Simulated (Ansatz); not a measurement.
Polymorphs of BP, each relaxed with r²SCAN+D4 in the plane-wave PAW code Ansatz:

A: P6_3/mmc
a = b = 3.1983 Å, c = 7.9678 Å, α = β = 90.00°, γ = 120.00°

```csv
atom,site,symmetry,x,y,z
B,2c,-6m2,0.3333,0.6667,0.2500
P,2d,-6m2,0.6667,0.3333,0.2500
```

B: P6_222
a = 3.265 Å, b = 3.265 Å, c = 6.977 Å, α = 90.00°, β = 90.00°, γ = 120.00°

| atom | site | symmetry | x | y | z |
|---|---|---|---|---|---|
| B | 3d | 222 | 0.5000 | 0.0000 | 0.5000 |
| P | 3c | 222 | 0.5000 | 0.0000 | 0.0000 |

C: Pnma
a = 6.2342 Å, b = 3.2172 Å, c = 5.3634 Å, α = β = γ = 90.00°

```
atom  site  symmetry       x       y       z
----  ----  --------  ------  ------  ------
B       4c       .m.  0.1626  0.2500  0.3997
P       4c       .m.  0.3385  0.2500  0.1076
```

**Question.** Order them by energy per atom at 0 K (lowest first) at the level r²SCAN+D4.

**Answer.** C (+0 meV/atom), A (+135 meV/atom), B (+225 meV/atom)

**Question.** Give each one's gap.

**Answer.** A 0.87 eV; B 0.19 eV; C 0.80 eV.

Typed or built starts, not in the databases checked: A; B; C. Not the usual ambient phase: A; B; C. All cells were relaxed under the symmetry of their starts (and spin orders); stability against distortions was not tested throughout.

Energies hold the estimated change up to a 700 eV cutoff; steps of a few meV lie near the error of the meshes.

Potentials: the later of the program's two PAW sets.
